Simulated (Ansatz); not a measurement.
CdAg: strain energy, fitted

CdAg, R-3m, a = 3.021 Å, c = 14.290 Å. The structure is a Materials Project entry; whether it is the stable form wasn't checked. Ansatz: r2SCAN, PAW, 500 eV, Γ-centred 15×15×4 mesh on 6 atoms, Gaussian smearing 0.10 eV; no spin polarisation. Series: strain along c alone, the other axes held, atoms fixed by symmetry; x is the strain in per cent. y is the free energy over the unstrained cell, V0 = 18.826 Å³/atom.

| x (%) | y (meV/atom) |
| --- | --- |
| -4.5 | 20.34 |
| -3.0 | 8.71 |
| -1.5 | ? |
| 0.0 | 0.00 |
| 1.5 | 1.72 |
| 3.0 | 6.76 |
| 4.5 | 14.51 |

Fit y = c2 x² + c3 x³ to the other rows, turn c2 into a modulus, and predict the missing energy.

Least squares on the rows shown. y = 0.86008 x² − 0.032342 x³. In eV per unit strain² c2 is 8.601; this is C33 with relaxed ions (E = ½ C33 V0 ε²): 2 × 8.601 × 160.2 / (18.826) = 146 GPa. The unstrained cell keeps some stress along the strain, worth a slope of -0.09 meV/atom per %, which the form leaves out. At x = -1.5 the fit asked for gives 2.04 meV/atom. The run gave 2.15 meV/atom, so the fit is 0.11 meV/atom too low, within twice the rms miss on the fitted rows (0.08 meV/atom).